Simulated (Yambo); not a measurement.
G0W0@PBEsol for SiC (6H, space group P6_3mc, No. 186) in Yambo. Reference settings: 6×6×1 Γ-centred k mesh, 229 bands and a 8 Ry block in the screening, 229 bands in G with the Bruneval-Gonze terminator, plasmon pole fitted at 27.2 eV. The PBEsol gap Γ → M on this mesh is 1.92 eV; G0W0 gaps are taken between the same points.

The settings were changed. The gap went from 2.73 eV to 2.75 eV, and the shift of the valence edge from -0.46 eV to -0.40 eV.

Question: Which change was made?
A. 3 Ry block
B. 85 bands in G
C. 147 bands in G, no terminator
D. 2 Ry block

Answer: B, 85 bands in G. The others gave (gap, valence shift): 147 bands in G, no terminator: 2.62, -0.10 eV; 3 Ry block: 2.44, -0.04 eV; 2 Ry block: 2.44, 0.01 eV.

Geometry of the Materials Project entry, not relaxed at this level; primitive cell a = b = 3.0766 Å, c = 15.0981 Å, α = β = 90.00°, γ = 120.00°.

A shift is the quasiparticle energy of the state minus its PBEsol energy.
